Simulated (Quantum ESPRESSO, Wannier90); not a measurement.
## TiAl (P4/mmm), plane waves to Wannier functions

```yaml
crystal:
  lattice:
    - [2.81075, 0.00000, 0.00000]
    - [0.00000, 2.81075, 0.00000]
    - [0.00000, 0.00000, 4.06642]
  atoms:
    - { symbol: Ti, position: [0.50000, 0.50000, 0.50000] }
    - { symbol: Al, position: [0.00000, 0.00000, 0.00000] }
```

Cell from Materials Project (mp-1953), symmetrised, no further relaxation. COD (Crystallography Open Database) has an entry of this formula and space group (matched by these alone). Computed values, not measurements, from PBEsol: Quantum ESPRESSO (norm-conserving PseudoDojo potentials, cutoff 68 Ry, no spin polarisation, no spin-orbit coupling) on a Γ-centred 12×12×8 mesh, then Wannier90. Density: 14×14×10 mesh, cold smearing 0.01 Ry.

The plane-wave run has 26 bands and 15 electrons a cell. On the energy scale of pw.x, whose zero is arbitrary, the Fermi level lies at 11.02 eV.

Isolated groups of bands, relative to the Fermi level (bands from 5 on overlap up to the last one computed):

| bands | from (eV) | to (eV) | filling | weight on atomic waves |
|---|---|---|---|---|
| 1 | -56.37 | -56.25 | filled | Ti 3s 95 % |
| 2–4 | -32.93 | -32.38 | filled | Ti 3p 99 % |

Input w.win, without the blocks of cell, atoms and k-points (1152 lines):

```
num_bands = 22
num_wann = 13
exclude_bands = 1-4
num_iter = 800
conv_tol = 1.0e-6
conv_window = 4
dis_num_iter = 1000
dis_conv_tol = 1.0e-6
dis_froz_max = 12.52
write_hr = true
write_u_matrices = true
begin projections
Ti: s;p;d
Al: s;p
end projections
mp_grid = 13 12 8
```

**Question.** This input has a fault. Which, and what does the program do?

**Answer.** wannier90.x -pp stops with:
```
Error: Wrong number of lines in block kpoints
```
The product of the three numbers of mp_grid differs from the number of lines in the kpoints block. Mended as below, all else unchanged, the run goes through (Ω_I = 14.7 Å²) and follows the plane-wave bands to 1.3 meV rms (states up to 1.0 eV relative to the Fermi level).
```
mp_grid = 12 12 8
```
